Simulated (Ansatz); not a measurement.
Space group P4/mmm (No. 123). a = 3.752 Å, b = 3.752 Å, c = 10.632 Å, α = 90.00°, β = 90.00°, γ = 90.00°
| atom | site | symmetry | x | y | z |
| --- | --- | --- | --- | --- | --- |
| Mg | 2g | 4mm | 0.0000 | 0.0000 | 0.7456 |
| Mg | 1d | 4/mmm | 0.5000 | 0.5000 | 0.5000 |
| Cd | 1c | 4/mmm | 0.5000 | 0.5000 | 0.0000 |
| S | 1a | 4/mmm | 0.0000 | 0.0000 | 0.0000 |
| S | 2h | 4mm | 0.5000 | 0.5000 | 0.2568 |
| S | 1b | 4/mmm | 0.0000 | 0.0000 | 0.5000 |

Equation of state of this Mg3CdS4 structure (not necessarily the ground state), with shape and atoms relaxed at each volume where symmetry leaves them free. Computed with DFT PBE, scalar-relativistic, plane waves, PAW in Ansatz.

Settings: cutoff 420 eV, Γ-centred mesh 8×8×4 on the computed 8-atom cell, Gaussian smearing of 0.02 eV; no spin polarisation.

```json
{"V (Å³/atom)": "16.467", "E − E(largest V) (meV/atom)": "41.31", "P (GPa)": "12.38", "gap on mesh (eV)": "1.08"}
{"V (Å³/atom)": "17.028", "E − E(largest V) (meV/atom)": "4.92", "P (GPa)": "8.50", "gap on mesh (eV)": "1.07"}
{"V (Å³/atom)": "17.590", "E − E(largest V) (meV/atom)": "-18.95", "P (GPa)": "5.21", "gap on mesh (eV)": "1.07"}
{"V (Å³/atom)": "18.151", "E − E(largest V) (meV/atom)": "-32.15", "P (GPa)": "2.40", "gap on mesh (eV)": "1.06"}
{"V (Å³/atom)": "18.712", "E − E(largest V) (meV/atom)": "-36.25", "P (GPa)": "0.00", "gap on mesh (eV)": "1.05"}
{"V (Å³/atom)": "19.274", "E − E(largest V) (meV/atom)": "-32.59", "P (GPa)": "-2.04", "gap on mesh (eV)": "1.03"}
{"V (Å³/atom)": "19.835", "E − E(largest V) (meV/atom)": "-22.31", "P (GPa)": "-3.78", "gap on mesh (eV)": "1.01"}
{"V (Å³/atom)": "20.584", "E − E(largest V) (meV/atom)": "0.00", "P (GPa)": "-5.70", "gap on mesh (eV)": "0.94"}
```

Question: Fit a third-order Birch–Murnaghan equation, E = E0 + (9V0B0/16)·[(x − 1)³B0' + (x − 1)²(6 − 4x)] with x = (V0/V)^(2/3), to E(V).

Answer: V0 = 18.71 Å³/atom, B0 = 74 GPa, B0' = 4.3.

The cell was found from a structure generator's guess, not taken from experiment.
